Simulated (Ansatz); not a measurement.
A geometry of TiC away from equilibrium: the start of the relaxation of a relaxed TiC cell displaced along its unstable phonon at q = (½, ½, 0) of its primitive reciprocal cell (397i cm⁻¹), largest move 0.15 Å. Level of theory: r2SCAN (plane waves to 500 eV, PAW, scalar-relativistic; Ansatz, a first-principles code). Γ-centred k-mesh 12×12×12 on the run's cell (coarser than for final values), Fermi–Dirac smearing 0.05 eV.

```xyz
4
Lattice="5.4084 0.0000 0.0000 2.7042 2.7042 0.0000 0.0000 0.0000 2.7042" Properties=species:S:1:pos:R:3:forces:R:3 pbc="T T T" free_energy=-5511.057 pressure_GPa=1.7
Ti     0.0000     0.0000     0.0000    0.0000    0.0000    0.0000
Ti     2.7042     0.0000     0.0000    0.0000    0.0000    0.0000
C      6.7605     1.3521     1.5021    0.0000    0.0000    1.1518
C      4.0563     1.3521     1.2021    0.0000    0.0000   -1.1518
```

Positions in Å, forces in eV/Å, free energy of the cell in eV (comparable only within this code, potentials and settings). Largest force: 1.15 eV/Å, on C3, C4 (atoms numbered as listed); the geometry lies 0.30 eV/atom above the end of its relaxation.

No spin polarisation in the result.

The run could not lose the symmetry of its start, so the end can be a saddle point.

The end of the path is a generated cell of TiC: the first start was made by placing the elements on the sites of a structure type, and the end was not matched to a known phase here, so it may be hypothetical. Known forms of TiC include space group No. 225.
